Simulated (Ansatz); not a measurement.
TiCl3:
```xyz
8
Lattice="6.0161 0.0000 0.0000 -3.0080 5.2101 0.0000 0.0000 0.0000 5.5224" Properties=species:S:1:pos:R:3 pbc="T T T"
Cl     1.9191     0.0000     1.3806
Cl     0.9595     1.6620     4.1418
Cl    -0.9595     1.6620     1.3806
Cl     4.0970     0.0000     4.1418
Cl     2.0485     3.5481     1.3806
Cl    -2.0485     3.5481     4.1418
Ti     0.0000     0.0000     0.0000
Ti     0.0000     0.0000     2.7612
```

Relaxed with LDA.

Task: Map the valence electron density (e/Å³), cut off at 2 on the plane through (0.319, 0.000, 0.250) spanned by u = [1, 0, 0] and v = [0, 0, 1] in lattice vectors, from the program Ansatz at the LDA level (PAW).

Result: x is the fraction of u, y of v (the angle between them is 90°; rows are the nearest grid lines); atoms in the plane: Cl at (0.00, 0.00), Cl at (0.36, 0.50), Ti at (0.68, 0.75), Ti at (0.68, 0.25).
```
y \ x   0.000  0.100  0.167  0.267  0.367  0.467  0.533  0.633  0.733  0.833  0.900   1.00
------  -----  -----  -----  -----  -----  -----  -----  -----  -----  -----  -----  -----
1.00    0.000   1.71  0.486  0.051  0.042  0.108  0.164  0.254  0.267  0.663   1.73  0.000
0.929    1.56   1.30  0.360  0.043  0.039  0.099  0.159  0.411  0.413  0.570   1.45   1.56
0.857    1.10  0.500  0.162  0.033  0.039  0.089  0.208   2.00   2.00  0.451  0.693   1.10
0.786   0.275  0.136  0.062  0.045  0.077  0.126  0.475   2.00   2.00  0.509  0.269  0.275
0.679   0.048  0.034  0.064  0.281  0.567  0.421  0.490   2.00   2.00  0.275  0.095  0.048
0.607   0.036  0.040  0.139  0.931   1.74   1.01  0.475  0.965  0.875  0.156  0.088  0.036
0.536   0.039  0.053  0.229   1.68  0.464   1.60  0.592  0.293  0.274  0.157  0.101  0.039
0.464   0.039  0.053  0.229   1.68  0.464   1.60  0.592  0.293  0.274  0.157  0.101  0.039
0.393   0.036  0.040  0.139  0.931   1.74   1.01  0.475  0.965  0.875  0.156  0.088  0.036
0.321   0.048  0.034  0.064  0.281  0.567  0.421  0.490   2.00   2.00  0.275  0.095  0.048
0.214   0.275  0.136  0.062  0.045  0.077  0.126  0.475   2.00   2.00  0.509  0.269  0.275
0.143    1.10  0.500  0.162  0.033  0.039  0.089  0.208   2.00   2.00  0.451  0.693   1.10
0.0714   1.56   1.30  0.360  0.043  0.039  0.099  0.159  0.411  0.413  0.570   1.45   1.56
0.000   0.000   1.71  0.486  0.051  0.042  0.108  0.164  0.254  0.267  0.663   1.73  0.000
```

The density is the valence pseudo-density with augmentation charge, so density and ELF within about 1 Å of a nucleus are not all-electron values.

Space group P6_3/mcm. The workflow started from an entry of the Crystallography Open Database (COD), which files this formula under 6 space groups. Whether it is the stable phase at ambient conditions was not checked. The cell was relaxed with LDA under the symmetry of its start; its stability against distortions is not shown here. The run is not spin-polarised. A crystal of weakly bound chains computed without a dispersion correction: the cell and the soft elastic constants depend strongly on that.

Potentials: the later of the program's two PAW sets.
